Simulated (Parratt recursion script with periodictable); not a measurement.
How the EUV peak of a Si/Mo multilayer on Si grows with the number of periods

| layer, from the top | thickness (Å) | density (g/cm³) | rms roughness of its top face (Å) | δ at 13.5 nm | β at 13.5 nm |
|---|---|---|---|---|---|
| Si (in each period) | 50.7 | 2.313 | 0 | 9.927 × 10⁻⁴ | 0.001813 |
| Mo (in each period) | 21.7 | 10.026 | 0 | 0.07476 | 0.006314 |
| Si (substrate) | – | 2.313 | 0 | 9.927 × 10⁻⁴ | 0.001813 |

The refractive index is n = 1 − δ + iβ; the runs take δ and β at each wavelength of the scan. Vacuum lies above.

Densities are inputs, not measurements. They were set from computed cells of the Materials Project: Si from entry mp-149 (Fd-3m, 2.313 g/cm³); Mo from entry mp-129 (Im-3m, 10.026 g/cm³). A layer's crystal structure does not enter its constants, only its composition and density.

Simulated, not measured: EUV and soft X-ray reflectivity, Parratt recursion, Névot-Croce roughness, Henke tables (Parratt recursion script with periodictable 1.7.1).

Light falls at α = 20° from the surface normal. It is p-polarised. The wavelength is scanned from 12.42 to 14.58 nm in 161 evenly spaced points, without smoothing. The peak is the highest scan point; its wavelength and height come from a parabola through R at that point and its two neighbours.

The runs differ in the number of periods N alone.

| N | peak λ (nm) | peak R (%) |
|---|---|---|
| 15 | 13.302 | ? |
| 20 | 13.303 | 41.1 |
| 25 | 13.306 | 49.2 |
| 120 | 13.325 | 64.7 |

Problem. Estimate the peak reflectivity for N = 15, trying the form R = R∞ tanh²(aN + b).

Solution. Take R∞ from the largest stack, 64.7 % at N = 120. For the shown rows under 97 % of it, y = artanh[(R/R∞)^½] is 1.090 at N = 20, 1.341 at N = 25. The line through them has a = 0.0502 and b = 0.086. This form gives tanh²y = 1.000 at N = 120, in keeping with the choice of R∞. At N = 15, y = 0.839 and R = 64.7 × tanh²y = 30.4 %.

The run gave 30.0 %, so the form misses by 0.4 points.
